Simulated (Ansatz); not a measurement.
## An Ansatz input for ZnS with boron replacing Zn

```yaml
crystal:
  lattice:
    - [7.624, 0.0, 0.0]
    - [-3.812, 6.6025776784, 0.0]
    - [0.0, 0.0, 18.68999]
  atoms:
    - { symbol: Zn, position: [0.0, 0.0, 0.0] }
    - { symbol: Zn, position: [0.0, 0.5, 0.0] }
    - { symbol: Zn, position: [0.5, 0.0, 0.0] }
    - { symbol: Zn, position: [0.5, 0.5, 0.0] }
    - { symbol: Zn, position: [0.0, 0.0, 0.5] }
    - { symbol: Zn, position: [0.0, 0.5, 0.5] }
    - { symbol: Zn, position: [0.5, 0.0, 0.5] }
    - { symbol: Zn, position: [0.5, 0.5, 0.5] }
    - { symbol: Zn, position: [0.1666666666, 0.3333333334, 0.16667] }
    - { symbol: Zn, position: [0.1666666666, 0.8333333334, 0.16667] }
    - { symbol: Zn, position: [0.6666666666, 0.3333333334, 0.16667] }
    - { symbol: Zn, position: [0.6666666666, 0.8333333334, 0.16667] }
    - { symbol: Zn, position: [0.3333333334, 0.1666666666, 0.66667] }
    - { symbol: Zn, position: [0.3333333334, 0.6666666666, 0.66667] }
    - { symbol: Zn, position: [0.8333333334, 0.1666666666, 0.66667] }
    - { symbol: Zn, position: [0.8333333334, 0.6666666666, 0.66667] }
    - { symbol: B, position: [0.3333333334, 0.1666666666, 0.33333] }
    - { symbol: Zn, position: [0.3333333334, 0.6666666666, 0.33333] }
    - { symbol: Zn, position: [0.8333333334, 0.1666666666, 0.33333] }
    - { symbol: Zn, position: [0.8333333334, 0.6666666666, 0.33333] }
    - { symbol: Zn, position: [0.1666666666, 0.3333333334, 0.83333] }
    - { symbol: Zn, position: [0.1666666666, 0.8333333334, 0.83333] }
    - { symbol: Zn, position: [0.6666666666, 0.3333333334, 0.83333] }
    - { symbol: Zn, position: [0.6666666666, 0.8333333334, 0.83333] }
    - { symbol: S, position: [0.0, 0.0, 0.125] }
    - { symbol: S, position: [0.0, 0.5, 0.125] }
    - { symbol: S, position: [0.5, 0.0, 0.125] }
    - { symbol: S, position: [0.5, 0.5, 0.125] }
    - { symbol: S, position: [0.0, 0.0, 0.625] }
    - { symbol: S, position: [0.0, 0.5, 0.625] }
    - { symbol: S, position: [0.5, 0.0, 0.625] }
    - { symbol: S, position: [0.5, 0.5, 0.625] }
    - { symbol: S, position: [0.1666666666, 0.3333333334, 0.29167] }
    - { symbol: S, position: [0.1666666666, 0.8333333334, 0.29167] }
    - { symbol: S, position: [0.6666666666, 0.3333333334, 0.29167] }
    - { symbol: S, position: [0.6666666666, 0.8333333334, 0.29167] }
    - { symbol: S, position: [0.3333333334, 0.1666666666, 0.79167] }
    - { symbol: S, position: [0.3333333334, 0.6666666666, 0.79167] }
    - { symbol: S, position: [0.8333333334, 0.1666666666, 0.79167] }
    - { symbol: S, position: [0.8333333334, 0.6666666666, 0.79167] }
    - { symbol: S, position: [0.3333333334, 0.1666666666, 0.45833] }
    - { symbol: S, position: [0.3333333334, 0.6666666666, 0.45833] }
    - { symbol: S, position: [0.8333333334, 0.1666666666, 0.45833] }
    - { symbol: S, position: [0.8333333334, 0.6666666666, 0.45833] }
    - { symbol: S, position: [0.1666666666, 0.3333333334, 0.95833] }
    - { symbol: S, position: [0.1666666666, 0.8333333334, 0.95833] }
    - { symbol: S, position: [0.6666666666, 0.3333333334, 0.95833] }
    - { symbol: S, position: [0.6666666666, 0.8333333334, 0.95833] }
total_charge: 1
kpoints:
  mp_grid: { grid: [3, 3, 1] }
scf:
  occupations: { method: fermi_dirac, width: 0.01 }
  max_iter: 50
hamiltonian:
  xc: pbe
  pseudopotentials: { kind: nc }
output:
  forces: true
  stress: true
  populations: true
  efg:
    quadrupole_moments_barn: { Zn: 0.122, B: 0.04059, S: -0.0694 }
    contact_densities: true
magnetization:
  spin_polarized: true
  spin_orbit: true
```

```sh
ansatz run input.yaml --threads 1 --pin off --max-ram 3072MiB --backend cpu --events-out ev --progress --plain --runs-dir out
```

Problem. What happens when this input is run?

Solution. The program refused the input. The input holds spin-orbit coupling on scalar files. The program says:

```
Error: 3 input errors — fix all and re-run
  1. inconsistent input (magnetization.spin_orbit, magnetization.noncollinear): true requires noncollinear: true — spin–orbit coupling acts on 2-spinor wavefunctions; set both flags
  2. inconsistent input (magnetization.spin_orbit, hamiltonian.pseudopotentials.kind): true requires a fully-relativistic hamiltonian.pseudopotentials.kind (nc_fr or paw_fr), or kind: all_electron without datasets and azcp, which then solves Dirac's equation on LAPW. paw_fr resolves this project's PAW files (source: ansatz) by j as it reads them
```

Against a sound input the change was `magnetization`: not typed → {spin_polarized: true, spin_orbit: true}; `hamiltonian.pseudopotentials`: {kind: paw} → {kind: nc}; `scf.max_iter`: not typed → 50.

With the sound settings the run converges and gives V_zz (10²¹ V/m²) Zn1 0.75 (η 0.07), Zn2 1.44 (η 0.00), Zn5 1.50 (η 0.55), Zn6 -0.86 (η 0.00), Zn9 1.87 (η 0.34), Zn12 0.70 (η 0.00), among others; a site carries the number of its first atom in the input. The defect repeats with the cell of 48 atoms, so it feels its images: sites between two images don't show the values beside a lone defect, and zeros or small values of η there can come from the images' arrangement. S and Zn carry a gradient in the pure host already, so the values there aren't the defect's effect alone. A uniform background compensates the cell's charge. With a gap of 0.2 eV on this mesh, small gradients can still move by 0.1 × 10²¹ V/m² or more as the k-mesh gets denser. The neighbours have not yet relaxed around the defect (largest force 2.7 eV/Å), so a real crystal will differ.
